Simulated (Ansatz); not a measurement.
Candidates compared on computed values. A cold calorimeter or bolometer resolves small energies when its absorber holds little heat, and in an insulator that falls as (T/Θ)³.

Si serves as the reference. A cube of 1 mm edge at 0.1 K; all rows have a gap at this level.

Levels of theory (Ansatz, a plane-wave PAW program): Debye temperature: r²SCAN, elastic tensor, Hill average; volume per atom, density: r²SCAN, relaxed cell.

Runs started from generated or typed cells of the structure named: Si. Whether these are the forms stable at ambient conditions was not checked: CsH (rock salt). Spin–orbit coupling is left out unless named.

| crystal | Debye temperature (K) | V (Å³/atom) | density (g/cm³) |
|---|---|---|---|
| CsH (rock salt) | 144 | 32.48 | 3.42 |
| KCl (rock salt) | 241 | 31.15 | 1.99 |
| KZnF3 (cubic perovskite) | 441 | 13.25 | 4.05 |
| KI (rock salt) | 137 | 44.58 | 3.09 |
| Si (diamond type), reference | 659 | 20.17 | 2.31 |
| KBr (rock salt) | 178 | 36.08 | 2.74 |

Working rules: C per volume = 1944 J/(K·mol)(T/Θ)³/(0.6022 V) = 3228 (T/Θ)³/V; thermodynamic noise = √(k_B T² C_total); relative noise = noise/noise_ref.

Task: From the table, find C, noise and relative noise for KI.

Result: 
C = 3228 × (0.1/137)³/44.58 = 2.816e-8 J/K per cm³; noise: 0.1 × √(1.3806×10⁻²³ × 2.816e-8 × 0.00100)/1.602×10⁻¹⁹ = 12.31 eV; relative noise: 12.31/1.734 = 7.1.

Task: Put the candidates in order of relative noise, lowest first.

Result: The same steps for every row:

| crystal | C (J/K per cm³) | noise (eV) | noise (relative) |
|---|---|---|---|
| CsH (rock salt) | 3.328e-8 | 13.38 | 7.7 |
| KCl (rock salt) | 7.403e-9 | 6.311 | 3.6 |
| KZnF3 (cubic perovskite) | 2.841e-9 | 3.909 | 2.3 |
| KI (rock salt) | 2.816e-8 | 12.31 | 7.1 |
| Si (diamond type), reference | 5.592e-10 | 1.734 | 1.00 |
| KBr (rock salt) | 1.586e-8 | 9.237 | 5.3 |

By relative noise (lowest first): Si (1.00 ± 0.060), KZnF3 (2.3 ± 0.14), KCl (3.6 ± 0.22), KBr (5.3 ± 0.32), KI (7.1 ± 0.43) ≈ CsH (rock salt) (7.7 ± 0.46). The ± follows from allowances picked for this note (Debye temperature 4 %, volume per atom 1 %), carried to first order and added in quadrature, each row's own inputs moving alone; ≈ joins neighbours closer than their two ± added in quadrature. At the edge of that rule, so that a last digit could turn the call: KI and CsH (rock salt). 0 of the 5 others clearly beat the reference on this figure.

Task: How does Debye temperature go with density in this set, and what is the usual reason?

Result: The usual expectation is that Debye temperature falls with density (dense absorbers stop radiation well, but heavy atoms slow sound and lower Θ). These rows show no such trend (rank correlation −0.26 over 6 rows); without KZnF3 it is −0.80.

Θ comes from averaged elastic constants. Free carriers, two-level defects, nuclear spins and metal films add heat capacity that the Debye law lacks. Where several phases of a formula are at hand, those over 0.1 eV/atom above the lowest were not drawn (by r²SCAN where it compared them, else by the largest value; a layered or molecular lowest phase counts only with a dispersion term); other phases could lie lower still. Values belong to the structures named, which need not be the stable ones; other polymorphs differ. The rows are a sample and no shortlist: familiar crystals first, some related and some not, whatever their agreement with measurement; tables with many equal figures were not kept. Limits of the draw: gap over 1 eV but for Si, Ge and GaAs, no magnets; for moduli and speeds, an anisotropy index under 2.5, no layered crystals; no unfamiliar magnets, and cubic perovskites only if shown or known to be stable. As a rule kept out of such tables: 4f compounds, open-shell compounds run without a Hubbard term, cells found unstable in the tests at hand, cells close to a higher symmetry, and runs set to a pressure or over 12 % in volume from the crystal's fullest run.
